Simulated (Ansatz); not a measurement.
PbS:
```yaml
crystal:
  lattice:
    - [2.98637, -3.00431, 0.00000]
    - [2.98637, 3.00431, 0.00000]
    - [0.00000, 0.00000, 32.00000]
  atoms:
    - { symbol: Pb, position: [0.50784, 0.99216, 0.54506] }
    - { symbol: S, position: [0.98222, 0.51778, 0.53790] }
    - { symbol: Pb, position: [0.00784, 0.49216, 0.45494] }
    - { symbol: S, position: [0.48222, 0.01778, 0.46210] }
```
Free-standing layer in the xy plane with vacuum along z and no interaction between images.

In-plane strain on the r²SCAN+D4-relaxed layer, atoms relaxed; r²SCAN+D4 in the plane-wave PAW code Ansatz. Strained cells keep their symmetry and size, so buckling under compression is not allowed; words on stability below refer to the unstrained layer.

```tsv
strain x / y (%)	ΔE (meV/atom)	tension xx (N/m)	tension yy (N/m)	thickness (Å)
-4 / -4	23.4	-2.80	-2.22	3.07
-2 / -2	4.3	-1.23	-0.74	2.94
-1 / 0	0.9	-0.63	0.04	2.90
0 / -1	0.4	0.11	-0.22	2.88
0 / 0	0.0	-0.01	0.00	2.88
0 / 1	[?]	[?]	[?]	[?]
1 / 0	0.9	0.68	0.08	2.86
2 / 2	[?]	[?]	[?]	[?]
4 / 4	30.3	2.64	1.86	2.77
```

Task: Some entries are withheld; supply them.

Result: 
- 0 / 1, ΔE (meV/atom): 0.6
- 0 / 1, tension xx (N/m): 0.12
- 0 / 1, tension yy (N/m): 0.48
- 0 / 1, thickness (Å): 2.87
- 2 / 2, ΔE (meV/atom): 8.5
- 2 / 2, tension xx (N/m): 1.66
- 2 / 2, tension yy (N/m): 1.25
- 2 / 2, thickness (Å): 2.81

Space group Aem2. The layer was cut from a bulk entry of the Materials Project (measured or hypothetical); whether that bulk phase is the ambient one, and whether the layer has been isolated, was not checked. The r²SCAN+D4 relaxation kept the symmetry of its start; its stability against distortions is not shown here. Scalar-relativistic: spin–orbit coupling is off unless named, which matters more the heavier the elements.

Potentials: the later of the program's two PAW sets.
